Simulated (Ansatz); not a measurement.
# KAlW₄, a known structure type with other elements, at an estimated volume

```yaml
crystal:
  lattice:
    - [0.00000, 6.31467, 0.00000]
    - [6.31467, 0.00000, 0.00000]
    - [3.15734, 3.15734, -7.34565]
  atoms:
    - { symbol: K, position: [0.37500, 0.12500, 0.75000] }
    - { symbol: K, position: [0.62500, 0.87500, 0.25000] }
    - { symbol: W, position: [0.89520, 0.79990, 0.91820] }
    - { symbol: W, position: [0.29990, 0.18660, 0.41820] }
    - { symbol: W, position: [0.68660, 0.28190, 0.91820] }
    - { symbol: W, position: [0.78190, 0.39520, 0.41820] }
    - { symbol: W, position: [0.10480, 0.20010, 0.08180] }
    - { symbol: W, position: [0.70010, 0.81340, 0.58180] }
    - { symbol: W, position: [0.31340, 0.71810, 0.08180] }
    - { symbol: W, position: [0.21810, 0.60480, 0.58180] }
    - { symbol: Al, position: [0.87500, 0.62500, 0.75000] }
    - { symbol: Al, position: [0.12500, 0.37500, 0.25000] }
```

Single point in Ansatz 0.2.0 with PBE, no spin polarisation. Cutoff 420 eV, PAW datasets, 6×6×6 Γ-centred k mesh, fermi-dirac filling (width 0.1 eV).

Question: Is there a gap?

Answer: It is a metal, with about 22 states/eV a cell as the mean within 0.25 eV of the Fermi level, mostly W d (90 %).

Question: Which atom feels the largest force, and which way?

Answer: The largest is on W3 (and as large on other atoms): 5.35 eV/Å, components (4.04, 1.25, -3.28). It makes 175° with the line to a nearest neighbour, Al11 at 2.15 Å, pointing away from it.

Question: Is the cell too large or too small?

Answer: The pressure is 0.0 GPa (compression positive), so with the atoms held at these fractions the cell is close to zero pressure; the forces are large, so a full relaxation may end otherwise. The principal stresses -4.6, -4.6, 9.2 GPa differ, so its shape would change too.

Question: Which element gives electrons and which takes them?

Answer: Bader charges in e: K +0.47, Al +1.51, W -0.50. In the mean Al gives up most and W takes most.

Origin: a known structure type with other elements, at an estimated volume, so it need not be a known compound. Caveats: many states at the Fermi level without spin polarisation, so a magnetic state may lie lower; atoms or cell far from equilibrium.
